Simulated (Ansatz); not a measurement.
Method: m-r2SCAN, no spin polarisation; PAW, plane waves to 500 eV, 5×5×8 Γ-centred mesh, fermi-dirac occupations (width 0.1 eV) (Ansatz 0.2.0), atoms fixed.

Computed maps in the lattice plane spanned by a (left to right, 7.72 Å, 23 points from zero) and b (bottom to top, 7.72 Å, 23 points from zero), 120° apart, at height 0.000 along c. The fields are smooth PAW ones with compensation charges, not the true ones near nuclei.

Valence density. Digits on a logarithmic scale: 0 up to 0.03 e/Å³, each further digit a factor of 1.6, 9 from 1.3 e/Å³ up:
```
44689999754332223445544
45689997544433334566654
45678765555544446788765
44566555677654568999865
44445567999765579999864
33344689999865699999754
22345799999755799998643
22346999999655789976432
22357999997545677655432
23457999975444555554432
23456787654334455665433
34455665433234567876543
45555544322345799997544
67765543222357999997545
89976432223469999996557
99986432234579999975579
99975433344689999865699
99864444455679997655799
98654456655567765456899
76545678765555544446788
54456899975444333345666
44468999975433222344554
34579999864322222344444
```

ELF. Ten even steps from '0' (0.00) to '9' (0.74):
```
13430002464221123565432
24442134544432246654443
45544455444543466443444
46666653345544564201345
45665433566434641000456
33444346776435530002465
22234468986335420014663
11245679975345432346642
01355678764446544565421
12444566654445655544321
12443344554234443334432
34443334432124433445542
56555443211244456665444
54456542101355678764446
32346642112456799753454
00146632223446898633542
00246533444346776435530
00456456654335664346410
13454666665334554456420
44445544455444543466443
43244421345444322466544
21343000246422112356543
12441000355311012344421
```

Task: The cell is LaSbAu. Which atoms lie within 0.2 Å of this plane, and where (fractions of a and b)?

Result: Sb at (0.24, 0.00), Sb at (0.76, 0.76), Sb at (0.00, 0.24), Au at (0.33, 0.67), Au at (0.67, 0.33). The whole cell:
```
CELL_PARAMETERS angstrom
7.71913 0.00000 0.00000
-3.85956 6.68496 0.00000
0.00000 0.00000 4.31060
ATOMIC_POSITIONS crystal
Au 0.00000 0.00000 0.50000
Sb 0.24500 0.00000 0.00000
Sb 0.75500 0.75500 0.00000
Sb 0.00000 0.24500 0.00000
Au 0.33330 0.66670 0.00000
Au 0.66670 0.33330 0.00000
La 0.58500 0.00000 0.50000
La 0.41500 0.41500 0.50000
La 0.00000 0.58500 0.50000
```

Origin: a known structure type with other elements, at an estimated volume, so it need not be a known compound. Caveats: f levels without a U or exact exchange are poorly placed; m-r2SCAN is r2SCAN with a changed spin dependence that lowers moments.
